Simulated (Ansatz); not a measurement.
Relaxed-ion elastic tensor of ZrPt3 in space group P6_3/mmc (No. 194; Pt on 6h, Zr on 2c) in GPa (Voigt order), PBEsol in the plane-wave PAW code Ansatz; density 17.57 g/cm³, 15.98 Å³ per atom.

```
 405   173   165   0.0   0.0   0.0
 173   405   165   0.0   0.0   0.0
 165   165   416   0.0   0.0   0.0
 0.0   0.0   0.0  79.1   0.0   0.0
 0.0   0.0   0.0   0.0  79.1   0.0
 0.0   0.0   0.0   0.0   0.0   116
```

Problem. Is the crystal mechanically stable?

Solution. Yes: the smallest eigenvalue of C is 79.1 GPa.

Problem. Work out the Voigt, Reuss and Hill averages.

Solution. K_V = 248, K_R = 248, K_H = 248; G_V = 103, G_R = 99.0, G_H = 101 GPa.

Problem. Give Young's modulus, Poisson's ratio, Pugh's ratio and the universal anisotropy index.

Solution. E = 9KG/(3K + G) = 267 GPa; ν = 0.32; K/G = 2.46 (ductile by the Pugh limit of 1.75); A_U = 5G_V/G_R + K_V/K_R − 6 = 0.21.

Problem. Estimate the sound speeds and the Debye temperature.

Solution. v_l = √((K + 4G/3)/ρ) = 4670 m/s, v_t = √(G/ρ) = 2400 m/s, mean 2680 m/s; Θ = (h/k)(3n/4πV)^(1/3) v_m = 317 K.

Problem. Solve the Christoffel equation for the three sound speeds along x, y, z.

Solution. Eigenvalues of C_ijkl n_j n_l equal ρv². In km/s, slowest first: x 2.12, 2.57, 4.80; y 2.12, 2.57, 4.80; z 2.12, 2.12, 4.86.

Problem. How much does each axis shrink under pressure?

Solution. Linear compressibilities β_i = Σ_j S_ij (j = 1 to 3): x 1.3, y 1.3, z 1.3 per TPa.

The start of the workflow was typed in or built on a structure type; the Crystallography Open Database copy checked does not list it. COD files the formula under space group No. 221. Its standing as an ambient phase is unchecked. Symmetry was held in the PBEsol relaxation; its stability against distortions is not shown here. No spin polarisation was allowed. As this level gives no gap, shear constants depend on the k-mesh and smearing (Fermi–Dirac, 0.1 eV here). On the denser mesh and wider smearing of the elastic run this cell carries a stress of 0.4 GPa. Scalar-relativistic: spin–orbit coupling is off unless named, which matters more the heavier the elements.

Potentials: the earlier of the program's two PAW sets. The files were generated under PBE; for other functionals the program regenerates the frozen cores, and for LDA and PBEsol the local potential too.
